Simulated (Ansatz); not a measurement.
KZnF3 (cubic perovskite, Pm-3m) under volume change, LDA in the plane-wave PAW code Ansatz, scaled uniformly.

| V (Å³/atom) | E − E(relaxed) (meV/atom) | P (GPa) |
|---|---|---|
| 11.416 | 36.1 | 11.22 |
| 11.793 | 15.0 | 6.82 |
| 12.169 | 3.5 | 3.11 |
| 12.545 | 0.0 | -0.01 |
| 12.922 | ? | ? |
| 13.298 | ? | ? |
| 13.675 | 25.7 | -6.73 |

### Question
What belongs in the gaps?

### Answer

- 12.922, E − E(relaxed) (meV/atom): 3.1
- 12.922, P (GPa): -2.64
- 13.298, E − E(relaxed) (meV/atom): 12.1
- 13.298, P (GPa): -4.86

### Question
What does a third-order Birch–Murnaghan fit give for V₀, B₀ and B′?

### Answer
V₀ = 12.54 Å³/atom, B₀ = 95.4 GPa, B′ = 4.7.

The LDA relaxation kept the symmetry of its start; phonons on a q-mesh show no instability.

Potentials: the later of the program's two PAW sets.
